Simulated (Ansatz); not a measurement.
Be (fcc (Cu type), Fm-3m) under volume change, the program Ansatz at the r²SCAN level (PAW), scaled uniformly.

```
V (Å³/atom)  E − E(relaxed) (meV/atom)  P (GPa)
-----------  -------------------------  -------
7.169                             28.0    13.49
7.405                             11.9     8.44
7.641                              2.8     3.94
7.878                              0.0     0.00
8.114                              2.6    -3.41
8.350                              9.9    -6.40
8.587                             21.3    -9.03
```

Problem. What does a third-order Birch–Murnaghan fit give for V₀, B₀ and B′?

Solution. V₀ = 7.88 Å³/atom, B₀ = 122 GPa, B′ = 3.4.

The start of the workflow was typed in or built on a structure type; neither database checked (COD, Materials Project) lists it. It is not the phase usual at ambient conditions (space group No. 194). The cell was relaxed with r²SCAN under the symmetry of its start; its stability against distortions is not shown here.

Potentials: the later of the program's two PAW sets.
